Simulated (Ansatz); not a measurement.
SiC:
Space group P6₄22 (No. 181); a = 3.066 Å, b = 3.066 Å, c = 7.031 Å, α = 90.00°, β = 90.00°, γ = 120.00°

| atom | site | symmetry | x | y | z |
|---|---|---|---|---|---|
| Si | 3c | 222 | 0.5000 | 0.0000 | 0.0000 |
| C | 3d | 222 | 0.5000 | 0.0000 | 0.5000 |

Relaxed with PBEsol. 

### Question
HSE06 on this cell (Ansatz, a first-principles code, PAW) gives a gap of 1.63 eV. What does PBEsol give?

### Answer
0.77 eV.

Cost on shared cores: the PBEsol run (SCF on a 10×10×4 mesh, then bands and DOS) about 18 core-seconds (a rough figure), the HSE06 run (SCF on 6×6×3, then a few points) about 60 core-seconds (a rough figure); the tasks are unlike.

Space group P6_422. The start of the workflow was typed in or built on a structure type; neither database checked (COD, Materials Project) lists it. It is not the phase usual at ambient conditions (space group No. 186, 216). The cell was relaxed with PBEsol under the symmetry of its start; phonons on a q-mesh show no instability. Its formation energy is positive at this level, so the cell may be metastable or incomplete.

Potentials: the later of the program's two PAW sets.

Ansatz is a plane-wave DFT program.
